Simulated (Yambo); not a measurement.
Given:

```
BaO
1.0
    3.74341     0.00000     0.00000
   -1.87171     3.24189     0.00000
    0.00000     0.00000     6.53307
O Ba
2 2
Direct
  0.00000   0.00000   0.50000
  0.00000   0.00000   0.00000
  0.33333   0.66667   0.25000
  0.66667   0.33333   0.75000
```

Workflow: PBEsol (pw.x of Quantum ESPRESSO, ONCV potentials, with spin-orbit coupling), then G0W0 in Yambo (3×3×2 Γ-centred k mesh, 244 bands and a 7 Ry block in the screening, 244 bands in G with the Bruneval-Gonze terminator, plasmon pole fitted at 27.2 eV).

Give the PBEsol and G0W0 gaps between the band edges found on this mesh, and say where the edges lie.

Edges: H → (0, 0.333, 0). PBEsol: 2.70 eV; G0W0: 3.76 eV. The mesh misses an edge: along a dense path the PBEsol gap is 2.40 eV. Nearest settings tried, and what they do to the gap: 116 bands in W: +109 meV; 3 Ry block (43 vectors against 161): +48 meV. Not varied: bands in G, mesh. So the settings aren't converged at that level. The k mesh is coarse. 

Geometry relaxed with PBEsol.

This is not the ordinary phase of the substance; no match was found in the copy of COD used, and its stability was not checked.
